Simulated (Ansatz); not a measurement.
AgW in space group Pmma (No. 51; W on 2e, Ag on 2f) at seven volumes, the program Ansatz at the r²SCAN level (PAW), shape and atoms relaxed at each. One row is withheld.

| V (Å³/atom) | P (GPa) |
|---|---|
| 14.860 | 23.23 |
| 15.350 | 13.98 |
| 15.840 | 6.33 |
| 16.330 | 0.00 |
| 16.820 | -5.22 |
| 17.310 | -9.50 |
| 17.800 | ? |

Problem. Fit the shown pressures and predict the withheld one.

Solution. Third-order Birch–Murnaghan: P = (3/2)B₀(x^(7/2) − x^(5/2))[1 + (3/4)(B′ − 4)(x − 1)] with x = (V₀/V)^(2/3). Least squares on the six rows gives V₀ = 16.331 Å³/atom, B₀ = 191.0 GPa, B′ = 5.38. At V = 17.800, x = 0.9442 and P = -13.05 GPa. The run itself gave -12.94 GPa.

The start of the workflow was typed in or built on a structure type; neither database checked (COD, Materials Project) lists it. Its standing as an ambient phase is unchecked. The r²SCAN relaxation kept the symmetry of its start; whether a distortion lowers the energy is not shown. The run is not spin-polarised. Its formation energy is positive at this level, so the cell may be metastable or incomplete. Scalar-relativistic: spin–orbit coupling is off unless named, which matters more the heavier the elements.

Potentials: the earlier of the program's two PAW sets.
